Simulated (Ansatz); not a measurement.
SnSe2 built on the CdI2 prototype, relaxed with r2SCAN+rVV10 in Ansatz 0.2.0. It is trigonal, P-3m1 (No. 164); a = 3.825 Å, c = 6.227 Å in the conventional setting, 26.30 Å³ an atom. Sn has 6 Se at 2.71 Å; Se has 3 Sn at 2.71 Å.

The axes x, y and z are those of this cell:
```yaml
crystal:
  lattice:
    - [3.82515, 0.00000, 0.00000]
    - [-1.91257, 3.31268, 0.00000]
    - [0.00000, 0.00000, 6.22708]
  atoms:
    - { symbol: Sn, position: [0.00000, 0.00000, 0.00000] }
    - { symbol: Se, position: [0.33333, 0.66667, 0.25308] }
    - { symbol: Se, position: [0.66667, 0.33333, 0.74692] }
```

Unstrained: With PBE the valence top lies at k = (-0.089, 0.172, 0) and the conduction bottom at k = (0, 0.458, 0.344), 0.629 eV higher; the smallest vertical gap, at Γ, is 1.132 eV. The r2SCAN gap is indirect, 0.916 eV (k = (-0.089, 0.172, 0) to k = (0, 0.458, 0.344)), below the direct gap of 1.491 eV at k = (0, 0.417, 1/4). The HSE06 gap is indirect, 1.296 eV (k = (-0.089, 0.172, 0) to k = (0, 0.458, 0.344)), below the direct gap of 1.884 eV at k = (0, 0.458, 0.344). The r2SCAN+SOC gap is indirect, 0.889 eV (Γ–M (0.33 of the way from Γ) to k = (0, 0.458, 0.344)), below the direct gap of 1.471 eV at k = (0, 0.458, 0.344). Meshes: PBE 12×12×4, r2SCAN 12×12×4, HSE06 6×6×4, r2SCAN+SOC 12×12×4. Strains are changes of length per length. After each strain the atoms were relaxed again with r2SCAN+rVV10 in this cell and within any symmetry left, so distortions that break it or need a larger cell weren't tested; points keep the names that they have in the unstrained zone. Non-magnetic throughout; all numbers are computed.

Q: Apply uniaxial +1.0 % along z, other directions held. How far does the gap move, against the unstrained cell?

A: PBE: the gap goes from 0.629 to 0.651 eV (+0.022 eV); the edges go from (-0.089, 0.172, 0) → (0, 0.458, 0.344) to (0, 0.151, -0.141) → (0, 0.461, 0.349). r2SCAN: the gap goes from 0.916 to 0.941 eV (+0.025 eV); the edges go from (-0.089, 0.172, 0) → (0, 0.458, 0.344) to (0, 0.151, -0.141) → (0, 0.461, 0.349). HSE06: the gap goes from 1.296 to 1.285 eV (-0.012 eV); the edges go from (-0.089, 0.172, 0) → (0, 0.458, 0.344) to (0, 0.151, -0.141) → (0, 0.461, 0.349).

Q: Apply uniaxial +4.0 % along z, other directions held. How far does the gap move, against the unstrained cell?

A: PBE: the gap goes from 0.629 to 0.671 eV (+0.042 eV); the edges go from (-0.089, 0.172, 0) → (0, 0.458, 0.344) to Γ–L (0.29) → (0, 0.474, 0.365). r2SCAN: the gap goes from 0.916 to 0.958 eV (+0.041 eV); the edges go from (-0.089, 0.172, 0) → (0, 0.458, 0.344) to Γ–L (0.29) → (0, 0.474, 0.365). HSE06: the gap goes from 1.296 to 1.308 eV (+0.012 eV); the edges go from (-0.089, 0.172, 0) → (0, 0.458, 0.344) to Γ–L (0.29) → (0, 0.474, 0.365).

Q: Estimate what uniaxial +2.0 % along z, other directions held does to the gap.

A: PBE: the gap goes from 0.629 to 0.657 eV (+0.029 eV); the edges go from (-0.089, 0.172, 0) → (0, 0.458, 0.344) to (0, 0.148, -0.141) → (0, 0.466, 0.352). r2SCAN: the gap goes from 0.916 to 0.946 eV (+0.030 eV); the edges go from (-0.089, 0.172, 0) → (0, 0.458, 0.344) to (0, 0.148, -0.141) → (0, 0.466, 0.352). HSE06: the gap goes from 1.296 to 1.293 eV (-0.004 eV); the edges go from (-0.089, 0.172, 0) → (0, 0.458, 0.344) to (0, 0.148, -0.141) → (0, 0.466, 0.352).

Q: Estimate what uniaxial +3.0 % along z, other directions held does to the gap.

A: PBE: the gap goes from 0.629 to 0.664 eV (+0.035 eV); the edges go from (-0.089, 0.172, 0) → (0, 0.458, 0.344) to Γ–L (0.29) → (0, 0.469, 0.357). r2SCAN: the gap goes from 0.916 to 0.952 eV (+0.036 eV); the edges go from (-0.089, 0.172, 0) → (0, 0.458, 0.344) to Γ–L (0.29) → (0, 0.469, 0.357). HSE06: the gap goes from 1.296 to 1.301 eV (+0.004 eV); the edges go from (-0.089, 0.172, 0) → (0, 0.458, 0.344) to Γ–L (0.29) → (0, 0.469, 0.357).

Q: Apply uniaxial -1.0 % along z, other directions held. How far does the gap move, against the unstrained cell?

A: PBE: the gap goes from 0.629 to 0.575 eV (-0.054 eV). r2SCAN: the gap goes from 0.916 to 0.861 eV (-0.055 eV). HSE06: the gap goes from 1.296 to 1.237 eV (-0.060 eV).

Q: Estimate what uniaxial -2.0 % along z, other directions held does to the gap.

A: PBE: the gap goes from 0.629 to 0.518 eV (-0.111 eV). r2SCAN: the gap goes from 0.916 to 0.804 eV (-0.112 eV). HSE06: the gap goes from 1.296 to 1.174 eV (-0.122 eV).

Q: Estimate what uniaxial -3.0 % along z, other directions held does to the gap.

A: PBE: the gap goes from 0.629 to 0.458 eV (-0.171 eV). r2SCAN: the gap goes from 0.916 to 0.743 eV (-0.173 eV). HSE06: the gap goes from 1.296 to 1.107 eV (-0.189 eV).

Q: Estimate what uniaxial -4.0 % along z, other directions held does to the gap.

A: PBE: the gap goes from 0.629 to 0.398 eV (-0.231 eV); the edges go from (-0.089, 0.172, 0) → (0, 0.458, 0.344) to Γ–K (0.21) → (0, 0.438, 1/3). r2SCAN: the gap goes from 0.916 to 0.681 eV (-0.235 eV); the edges go from (-0.089, 0.172, 0) → (0, 0.458, 0.344) to Γ–K (0.21) → (0, 0.438, 1/3). HSE06: the gap goes from 1.296 to 1.040 eV (-0.257 eV); the edges go from (-0.089, 0.172, 0) → (0, 0.458, 0.344) to Γ–K (0.21) → (0, 0.438, 1/3).

Only the levels marked +SOC include spin-orbit coupling.

Where an edge lies off the special points, it is a point of the mesh or the k point where a search put PBE's edge or least direct gap, reused for the other functionals, whose own edges may lie a little apart.

Coordinates of k points refer to the reciprocal vectors of the primitive cell of the runs.

The meshes of the hybrids are coarse, so their gaps aren't converged to the digits shown.
